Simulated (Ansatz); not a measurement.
Li2ClF, ordered on the rocksalt lattice (P4/mmm) with 4 atoms a cell, relaxed with r2SCAN, was run in the plane-wave code Ansatz under altered settings. All numbers are computed, without spin polarisation but where a row says otherwise.

```xyz
4
Lattice="3.3431 0.0000 0.0000 0.0000 3.3431 0.0000 0.0000 0.0000 4.6013" Properties=species:S:1:pos:R:3 pbc="T T T"
F     0.0000    0.0000    0.0000
Li    0.0000    0.0000    2.3006
Cl    1.6716    1.6716    2.3006
Li    1.6716    1.6716    0.0000
```

The base run's other keys:
```yaml
kpoints:
  mp_grid: { grid: [4, 4, 4] }
hamiltonian:
  xc: hse06
scf:
  occupations: { method: fixed }
  n_extra_bands: 5
```

It takes 12 iterations with 1039 plane waves at 420 eV and 18 k points, and leaves a mean stress of +0.34 GPa. The gap over this mesh is 8.058 eV. It ran on 4 threads of Intel(R) Xeon(R) 6975P-C (Granite Rapids) (shared host).

Outcomes, with energy and stress as changes against the base:
```
                                    setting    outcome  ΔF (meV/atom)  Δ mean stress (GPa)  gap on the mesh (eV)  iterations  wall time
  PBE hybrid, exx coeff 0.15, omega 0.5 1/Å  converged              –                 +0.5                 7.075          10      6.9 s
PBE hybrid, exx coeff 0.4, omega 0.2078 1/Å  converged              –                 -0.6                 8.952          12      6.6 s
           scf.occupations: fermi_dirac 0.2  converged            0.0                  0.0                 8.058          12      7.1 s
```
A dash marks a value that wasn't obtained or can't be compared. Stress is positive in compression. The base took 7.4 s.

- PBE hybrid, exx coeff 0.15, omega 0.5 1/Å. That is 15 % exact exchange, screened with ω = 0.5 1/Å, against HSE06's 25 % screened at 0.208 1/Å. The mean stress moves by +0.5 GPa and the gap on the mesh by -0.983 eV (to 7.075). Totals of different functionals aren't comparable.
- PBE hybrid, exx coeff 0.4, omega 0.2078 1/Å. That is 40 % exact exchange, screened with ω = 0.2078 1/Å, against HSE06's 25 % screened at 0.208 1/Å. The mean stress moves by -0.6 GPa and the gap on the mesh by +0.894 eV (to 8.952). Totals of different functionals aren't comparable.

Within 1 meV an atom, 0.1 GPa and 0.005 eV of the base stay: scf.occupations: fermi_dirac 0.2.

The program warns that its thresholds are loose for a hybrid's stress.

The meshes of the hybrids are coarse, so their gaps aren't converged to the digits shown.
